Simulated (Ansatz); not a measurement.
Task: Name crystals whose computed values (DFT-r²SCAN in the program Ansatz with PAW potentials) fall in these windows: gap (eV) 3.7 to 4.4; electron conductivity mass (mₑ) 0.28 to 0.39.

Result: 

```tsv
crystal	gap (eV)	electron conductivity mass (mₑ)
AlN, P6_3/mmc (Al on 2d, N on 2c)	4.03	0.32
Mg2ZnO3, P-3m1 (Mg on 2d, Zn on 1a, O on 2d, O on 1b)	3.90	0.34
MgO, P4_2/mnm (Mg on 4g, O on 4f)	4.16	0.38
AlN, zinc blende	3.94	0.37
Li6SI2O, Fm-3m (Li on 24e, I on 8c, S on 4a, O on 4b)	4.21	0.35
```
Others may fit too.

Typed or built starts, not in the databases checked: MgO, P4_2/mnm (Mg on 4g, O on 4f); Li6SI2O, Fm-3m (Li on 24e, I on 8c, S on 4a, O on 4b). Not the usual ambient phase: AlN, P6_3/mmc (Al on 2d, N on 2c); MgO, P4_2/mnm (Mg on 4g, O on 4f). Standing as an ambient phase not checked: Mg2ZnO3, P-3m1 (Mg on 2d, Zn on 1a, O on 2d, O on 1b). Perhaps ordered models of mixed-site phases: Mg2ZnO3, P-3m1 (Mg on 2d, Zn on 1a, O on 2d, O on 1b). All cells were relaxed under the symmetry of their starts (and spin orders); stability against distortions was not tested throughout. Spin–orbit coupling is left out wherever it is not named.

Potentials: the later of the program's two PAW sets.
